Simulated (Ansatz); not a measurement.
# Relaxing a structure of Mn

The relaxed structure here is a generated cell of Mn: the first start was made by placing the elements on the sites of a structure type, and the end was not matched to a known phase here, so it may be hypothetical.

The start is a generated trial cell of Mn in the omega structure type. A full variable-cell relaxation at zero pressure is run with PBE (plane waves to 420 eV, PAW, scalar-relativistic; Ansatz, a program for electronic structure). The first steps use a coarse 9×9×13 k-mesh.

Input geometry:
```
Mn
1.0
    4.01749     0.00000     0.00000
   -2.00875     3.47925     0.00000
    0.00000     0.00000     2.44351
Mn
3
Cartesian
  0.00000   0.00000   0.00000
  0.00000   2.31950   1.22175
  2.00875   1.15975   1.22175
```
Spin-polarised start, with parallel moments on Mn.

Question: By how much does the energy per atom fall from start to end?

Answer: 0.03 eV/atom.

Question: How do the shortest distances between atoms change?

Answer: The closest pairs of elements (up to four, under 3.6 Å), start → end: Mn–Mn 2.32 → 2.25 Å.

The space group stays P6/mmm (No. 191) (the run could not lower it), with 3 atoms in the primitive cell. Final values are on a 14×14×19 k-mesh of the relaxed cell. No spin polarisation in the result: the starting moments vanished. A magnetic state may lie lower.

The run could not lose the symmetry of its start, so the end can be a saddle point.

All atoms sit on sites fixed by symmetry, so only the cell could relax.
